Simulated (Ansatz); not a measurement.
Method: Ansatz 0.2.0, DFT PBE, scalar-relativistic, plane waves, PAW. All cells share a 420 eV cutoff and Γ-centred k meshes spaced at most about 0.3 Å⁻¹ (about 0.25 or finer for metals, 2π included). Collinear spin in cells that started with moments and kept them past the coarse steps, no spin elsewhere.

All energies are static (0 K, no zero-point motion). All come from trial cells, and lower structures may exist.

Question: Order these relaxed structures of Cu2Ni3 by energy, lowest first, with the energy over the lowest of them.
A.

```cif
data_structure
_symmetry_space_group_name_H-M 'P-3m1'
_symmetry_Int_Tables_number 164
_cell_length_a 2.5057
_cell_length_b 2.5057
_cell_length_c 20.7615
_cell_angle_alpha 90.000
_cell_angle_beta 90.000
_cell_angle_gamma 120.000
_cell_volume 112.89
loop_
_atom_site_label
_atom_site_type_symbol
_atom_site_symmetry_multiplicity
_atom_site_Wyckoff_symbol
_atom_site_fract_x
_atom_site_fract_y
_atom_site_fract_z
_atom_site_occupancy
Cu1 Cu 2 d 0.33333 0.66667 0.05143 1
Cu2 Cu 2 d 0.33333 0.66667 0.64959 1
Ni1 Ni 2 d 0.33333 0.66667 0.84771 1
Ni2 Ni 2 d 0.33333 0.66667 0.24941 1
Ni3 Ni 2 d 0.33333 0.66667 0.45143 1
```

B.

```cif
data_structure
_symmetry_space_group_name_H-M 'R-3m:H'
_symmetry_Int_Tables_number 166
_cell_length_a 2.5089
_cell_length_b 2.5089
_cell_length_c 30.9419
_cell_angle_alpha 90.000
_cell_angle_beta 90.000
_cell_angle_gamma 120.000
_cell_volume 168.67
loop_
_atom_site_label
_atom_site_type_symbol
_atom_site_symmetry_multiplicity
_atom_site_Wyckoff_symbol
_atom_site_fract_x
_atom_site_fract_y
_atom_site_fract_z
_atom_site_occupancy
Cu1 Cu 6 c 0.33333 0.66667 0.76642 1
Ni1 Ni 6 c 0.00000 0.00000 0.69907 1
Ni2 Ni 3 b 0.66667 0.33333 0.83333 1
```

Answer: B (0 meV/atom), A (16 meV/atom). Forms: B Cu and Ni ordered on fcc sites, R-3m, moments up to 0.5 μB; A Cu and Ni ordered on hcp sites, P-3m1, moments up to 0.5 μB. Counting all near atoms (those within 1.25 times the shortest distance at each site): B has Cu 12, Ni 12; A has Cu 12, Ni 12.

The magnetic state reached may not be the lowest. With atoms moved at random, P-3m1 came back. Other cells relaxed within their symmetry can be saddle points. Some candidate types were left out of the draw beforehand, so a known form may be missing.
